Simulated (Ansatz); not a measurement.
**TiAl3 (D022 type, space group I4/mmm): scan of one atom of the cell**

Relaxed TiAl3 (D022 type, space group I4/mmm):

```
TiAl3
1.0
   -1.91209     1.91209     4.28030
    1.91209    -1.91209     4.28030
    1.91209     1.91209    -4.28030
Al Ti
3 1
Direct
  0.50000   0.50000   0.00000
  0.75000   0.25000   0.50000
  0.25000   0.75000   0.50000
  0.00000   0.00000   0.00000
```

In each cell atom 1 (Al, nearest neighbour Ti at 2.704 Å; its periodic images, 3.8 Å or more away, move with it) moves by s·(0.577, 0.577, 0.577) (along Cartesian [111]), the rest being held.

These are r2SCAN (plane waves to 500 eV, PAW, scalar-relativistic; Ansatz, a quantum-chemistry and plane-wave program) values and carry that method's errors. k mesh 14×14×14 (Γ-centred), Fermi-Dirac smearing 0.05 eV. Energies are smeared free energies. Compression counts positive. With partly filled bands, energies and forces of such displacements shift with the k mesh and the smearing. F∥ is the force on the atom along that direction. F⊥ is the part of the force across the line. TiAl3 is run without spin polarisation. TiAl3 was relaxed with its symmetry unable to fall. The zero of ΔE is the undisplaced structure.

| s (Å) | ΔE (eV/cell) | F∥ (eV/Å) | |F⊥| (eV/Å) | P (GPa) |
|---|---|---|---|---|
| -0.540 | 1.236 | 5.086 | 1.438 | 7.0 |
| -0.432 | 0.758 | 3.782 | 1.098 | 4.4 |
| -0.324 | 0.412 | 2.661 | 0.790 | 2.5 |
| -0.216 | 0.178 | 1.687 | 0.511 | 1.1 |
| -0.108 | 0.044 | 0.817 | 0.251 | 0.3 |
| 0.000 | 0.000 | 0.000 | 0.000 | 0.0 |
| 0.108 | 0.044 | -0.817 | 0.251 | 0.3 |
| 0.216 | 0.178 | -1.687 | 0.511 | 1.1 |
| 0.324 | 0.412 | -2.661 | 0.790 | 2.5 |
| 0.432 | 0.758 | -3.782 | 1.098 | 4.4 |
| 0.540 | 1.236 | -5.086 | 1.438 | 7.0 |

Key numbers:

```
Item                                                                                                                                                   Result
--------------------------------------------------------  ---------------------------------------------------------------------------------------------------
Energy at s = 0.540 Å                                                                                                                           1236 meV/cell
Force along the line at s = -0.540 Å                                                                                                                5.09 eV/Å
Symmetry of the curve                                                                                                           even: the same for both signs
Shape of the curve                                                                             a single well with its minimum at or next to zero displacement
Force constant k = d²E/ds² at s = 0 (finite differences)                                                                                           7.49 eV/Å²
Harmonic estimate at the end of the scan                  ½ks² = 1091 meV/cell against the computed 1236 meV/cell, so the well is stiffer than harmonic there
```

(A displaced cell: forces are minus the slopes of the energy, force constants its curvatures, and phonons follow from these.)
